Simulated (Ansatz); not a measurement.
Cs₂AgBiBr₆:
Space group Fm-3m (No. 225); a = b = c = 11.1872 Å, α = β = γ = 90.00°

| atom | site | symmetry | x | y | z |
|---|---|---|---|---|---|
| Bi | 4a | m-3m | 0.0000 | 0.0000 | 0.0000 |
| Ag | 4b | m-3m | 0.5000 | 0.5000 | 0.5000 |
| Cs | 8c | -43m | 0.2500 | 0.2500 | 0.2500 |
| Br | 24e | 4m.m | 0.0000 | 0.0000 | 0.2539 |
(The calculation used a cell of 10 atoms; values per cell refer to that cell.)

Relaxed with PBEsol. Independent-particle spectrum: no excitons, no local fields, no scissors shift; 0.1 eV broadening; ε₁ of the summed bands alone.

**Question.** Tabulate the dielectric function from PBEsol in the plane-wave PAW code Ansatz.

**Answer.** 

```
E (eV)  ε₁ xx  ε₂ xx
------  -----  -----
0.0      5.98   0.00
0.4      6.04   0.00
0.8      6.23   0.00
1.2      6.62   0.00
1.6      7.38   0.00
2.0      9.42   0.01
2.4      9.47   6.87
2.8      7.43   7.83
3.2      1.80   9.96
3.6     -0.56   5.20
4.0      0.60   2.78
4.4      1.33   2.24
4.8      1.81   2.05
5.2      1.84   1.67
5.6      2.57   1.28
6.0      3.47   1.24
6.4      4.70   2.47
6.8      4.01   3.97
7.2      2.60   4.61
7.6      1.11   4.29
8.0      0.85   3.57
8.4      1.17   2.89
8.8      1.50   2.47
9.2      1.43   3.23
9.6      1.06   2.84
10.0     1.16   3.84
10.4    -0.02   2.64
10.8     0.18   2.41
11.2     0.31   2.04
11.6     0.44   1.71
12.0     1.03   1.87
```

**Question.** From ε at 3.7 eV (xx: -0.42 + 4.31i), find n, k, the normal reflectivity and the absorption coefficient.

**Answer.** n = 1.40, k = 1.541, R = 31 %, α = 2kE/ħc = 580000 cm⁻¹.

With all bands, ε∞ without local fields is 6.07. DFPT, with local fields, gives 5.49.

The cell was relaxed with PBEsol under the symmetry of its start; phonons show weakly imaginary modes. No spin polarisation was allowed. Scalar-relativistic: spin–orbit coupling is off unless named, which matters more the heavier the elements.

Potentials: the later of the program's two PAW sets.
